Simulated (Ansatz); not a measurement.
Structure relaxation, Cr

The start is a relaxed Cr cell, doubled along one cell vector, shaken by Gaussian noise of σ = 0.08 Å a coordinate. A full variable-cell relaxation at zero pressure is run with PBEsol (plane waves to 420 eV, PAW, scalar-relativistic; Ansatz, a program for electronic structure). The first steps use a coarse 8×15×14 k-mesh.

The start:
```yaml
crystal:
  lattice:
    - [2.63563, -4.05976, 0.00000]
    - [1.31781, 2.02988, 0.00000]
    - [0.00000, 0.00000, 2.21174]
  atoms:
    - { symbol: Cr, position: [0.23770, 0.50037, 0.55713] }
    - { symbol: Cr, position: [0.74139, 0.51562, 0.44286] }
```

- Largest initial force = 1.04 eV/Å, on Cr1, Cr2 (atoms numbered as listed)
- Energy released = 0.69 eV/atom
- Volume change = -5.8 %, from 11.83 to 11.15 Å³/atom
- Relative to the parent = It does not go back: it reaches Im-3m (No. 229), bcc (W type), 0.77 eV/atom below the parent
- Shortest distances (start → end) = The closest pairs of elements (up to four, under 3.6 Å), start → end: Cr–Cr 2.21 → 2.44 Å
- Band gap at the end = zero (metallic)
- Optimiser moves = 17

Final structure:

Space group Im-3m (No. 229); a = b = c = 2.8144 Å, α = β = γ = 90.00°

| atom | site | symmetry | x | y | z |
|---|---|---|---|---|---|
| Cr | 2a | m-3m | 0.0000 | 0.0000 | 0.0000 |
(The calculation used a cell of 1 atom; values per cell refer to that cell.)

Final values are on a 23×23×23 k-mesh of the relaxed cell. No spin polarisation in the result. A magnetic state may lie lower.

The run could not lose the symmetry of its start.

Of the parent cell (Cmmm (No. 65)): it is a generated cell of Cr: the first start was made by a random draw of sites in a space group, and the end was not matched to a known phase here, so it may be hypothetical. Known forms of Cr include space group No. 229.
